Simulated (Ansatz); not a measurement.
# Computed properties of BaTiO₃

BaTiO3:
```yaml
crystal:
  lattice:
    - [2.84031, 1.63986, 2.33133]
    - [-2.84031, 1.63986, 2.33133]
    - [0.00000, -3.27971, 2.33133]
  atoms:
    - { symbol: Ba, position: [0.00124, 0.00124, 0.00124] }
    - { symbol: Ti, position: [0.51468, 0.51468, 0.51468] }
    - { symbol: O, position: [0.48825, 0.97868, 0.48825] }
    - { symbol: O, position: [0.48825, 0.48825, 0.97868] }
    - { symbol: O, position: [0.97868, 0.48825, 0.48825] }
```

Space group R3m (No. 160); conventional cell a = b = 5.681 Å, c = 6.994 Å, α = β = 90.00°, γ = 120.00°.

Method: DFT-r²SCAN in the program Ansatz with PAW potentials. Structure relaxed to zero pressure with the same functional. Other levels are named where they apply.

Cell and energy:

- Volume per atom: 13.03 Å³
- Density: 5.94 g/cm³
- Formation energy from the elements (no fitted shifts): -3.38 eV/atom

Electronic structure:

* **Band gap**: 2.87 eV (indirect)
* **Valence-band maximum**: at T
* **Conduction-band minimum**: off the standard path, at k = (-0.052, 0.010, 0.010) in fractions of the reciprocal vectors
* **Smallest direct gap on the standard path**: 3.24 eV
* **Electron effective mass**: 0.92, 1.4, 5.1 mₑ (principal values)
* **Electron effective mass with spin–orbit coupling**: 0.98, 1.8, 1.8 mₑ (principal values)
* **Hole effective mass**: 1.3, 1.3, 2.3 mₑ (principal values)
* **HSE06 gap on the r²SCAN cell**: 3.96 eV
* **Gap with spin–orbit coupling**: 2.86 eV

Mechanics:

- Bulk modulus (Birch–Murnaghan fit): 116 GPa
- Pressure derivative B′: 7.3
- Elastic constants (relaxed ions, GPa): C11 = 260, C12 = 72.6, C13 = 33.1, C14 = -45.6, C33 = 241, C44 = 40.5
- Mechanical stability: stable (all eigenvalues of C positive)
- Hill bulk and shear moduli: 115 and 53.4 GPa
- Young's modulus: 139 GPa
- Poisson's ratio: 0.30
- Debye temperature from the elastic constants: 424 K
- Piezoelectric stress constants (proper, relaxed ions, C/m²): e15 = e24 = 4.30, e16 = e21 = 2.11, e22 = -2.11, e31 = e32 = 2.23, e33 = 3.48

Dielectric response:

Electronic dielectric constant ε∞ (DFPT): 5.42 (xx = yy), 4.92 (zz)
Static dielectric constant ε0 (ions relaxed, cell fixed): 46.8 (xx = yy), 24.0 (zz)
Born charges (a third of the trace): Ba +2.77, Ti +5.96, O -2.91 e
Largest static χ(2) component: 42 pm/V

Phonons:

- Highest zone-centre frequency (without LO–TO term): 540 cm^-1
- Zone-centre stability: no imaginary mode at Γ

Charges:

* **Bader charges**: Ba +1.58, Ti +2.29, O -1.29 e

This is a known low-temperature phase of the composition, computed here at zero pressure and temperature. Symmetry was held in the r²SCAN relaxation. The run is not spin-polarised. Signs of piezoelectric constants follow the polarity of the cell as given. The references are the lowest solids computed at this level, not always the standard phases (solids in place of the gases). Scalar-relativistic: spin–orbit coupling is off unless named, which matters more the heavier the elements.

Potentials: the earlier of the program's two PAW sets.
